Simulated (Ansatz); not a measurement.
PtW:
```
CELL_PARAMETERS angstrom
      1.34336    -5.24429     0.00000
      1.34336     5.24429     0.00000
      0.00000     0.00000     4.32136
ATOMIC_POSITIONS crystal
  W  0.66978 0.33022 0.25000
  Pt 0.92787 0.07213 0.25000
  W  0.33022 0.66978 0.75000
  Pt 0.07213 0.92787 0.75000
```

Relaxed with PBEsol. Special points in fractions of this cell's reciprocal vectors: Γ (0.000, 0.000, 0.000); Y (-0.500, 0.500, 0.000); C0 (-0.266, 0.734, 0.000); Σ0 (0.266, 0.266, 0.000); Z (0.000, 0.000, 0.500); A0 (0.266, 0.266, 0.500); E0 (-0.266, 0.734, 0.500); T (-0.500, 0.500, 0.500); S (0.000, 0.500, 0.000); R (0.000, 0.500, 0.500).

Q: List the band energies nearest the Fermi level at these points for DFT-PBEsol in the program Ansatz with PAW potentials.

A: In eV from the Fermi level; about four levels below and three above (degenerate sets whole), none deeper than 8.9 eV; points with the same levels are listed once.

```json
[
 {"k": "Γ", "below": "-2.14 -1.94 -1.57 -1.32", "above": "0.49 2.08 2.33"},
 {"k": "Y", "below": "-1.94 -1.80 -1.77 -1.66", "above": "1.01 2.54 2.58"},
 {"k": "C0", "below": "-2.58 -2.53 -2.31 -1.29", "above": "0.20 0.58 1.27"},
 {"k": "Z", "below": "-1.80 -1.80 -0.31 -0.31", "above": "0.18 0.18 1.84 1.84"},
 {"k": "A0", "below": "-0.80 -0.80 -0.62 -0.62", "above": "1.63 1.63 2.42 2.42"},
 {"k": "T", "below": "-1.97 -1.97 -1.78 -1.78", "above": "0.99 0.99 2.41 2.41"},
 {"k": "S", "below": "-2.99 -2.56 -1.78 -1.54", "above": "0.28 0.73 0.75"},
 {"k": "R", "below": "-0.94 -0.94 -0.44 -0.44", "above": "0.94 0.94 2.56 2.56"}
]
```

Space group Cmcm. The start of the workflow was typed in or built on a structure type; neither database checked (COD, Materials Project) lists it. Whether it is the stable phase at ambient conditions was not checked. Symmetry was held in the PBEsol relaxation; whether a distortion lowers the energy is not shown. The run is not spin-polarised. Spin–orbit coupling is left out wherever it is not named.

Potentials: the earlier of the program's two PAW sets. The files were generated under PBE; for other functionals the program regenerates the frozen cores, and for LDA and PBEsol the local potential too.
